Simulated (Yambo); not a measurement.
A G0W0@PBEsol run in Yambo for LiLa₂O₃H (space group Immm, No. 71) (4×4×4 Γ-centred k mesh, bands 2 to 101 and a 6 Ry block in the screening, 101 bands in G with the Bruneval-Gonze terminator, plasmon pole fitted at 27.2 eV) gives these matrix elements, in eV, at the band edges ((0, -0.5, -0.5) → (0.25, 0.25, -0.25)):

```csv
state,E0,<Vxc>,<Σx>,<Σc(E0)>,Z
valence edge,0.000,-16.296,-20.290,3.317,0.792
conduction edge,1.835,-11.453,-6.154,-4.192,0.826
```

Question: Solve the linearised quasiparticle equation for both states, give the gap, and say how exchange and correlation each act on it.

Answer: E = E0 + Z(Σx + Σc − Vxc). Valence: 0.000 + 0.792 × (-20.290 + (3.317) − (-16.296)) = -0.54 eV. Conduction: 1.835 + 0.826 × (-6.154 + (-4.192) − (-11.453)) = 2.75 eV. The gap is 3.29 eV, against 1.83 eV in PBEsol. Replacing Vxc by bare exchange alone would open it by 9.29 eV; correlation takes back 7.51 eV of that, and Z scales what is left. Convergence of the G0W0 settings was not tested. The 4f states are in the valence at their DFT position.

Geometry of the Materials Project entry, not relaxed at this level; primitive cell a = b = c = 6.9724 Å, α = 150.23°, β = 148.39°, γ = 43.97°.

The structure is a Materials Project entry; no match was found in the copy of COD used, and its stability was not checked.
